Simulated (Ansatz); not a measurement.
Mo (sc type), DFT, LDA, norm-conserving pseudopotentials, Ansatz's default files, scalar-relativistic (Ansatz 0.2.0), on 1 thread of Arm Neoverse V1 (shared host).

Command: `ansatz run input.yaml --threads 1 --pin off --max-ram 2048MiB --backend cpu --events-out ev --progress --plain --runs-dir out`

```yaml
crystal:
  lattice:
    - [1.9282820807, 0.0, 0.0]
    - [0.0, 1.9282820807, 0.0]
    - [0.0, 0.0, 1.9282820807]
  atoms:
    - { symbol: Mo, position: [0.0, 0.0, 0.0] }
kpoints:
  mp_grid: { grid: [17, 17, 17] }
scf:
  occupations: { method: fermi_dirac, width: 0.05 }
hamiltonian:
  xc: lda
  pseudopotentials: { kind: nc }
output:
  forces: true
  stress: true
  eigenvalues: true
```

How large is the problem that the program sets up?

165 irreducible k-points, 587 plane waves at Γ, 11 bands.

About how long does it take?

3.1 s of wall time for 5 SCF iterations. Times on shared machines scatter by tens of per cent.
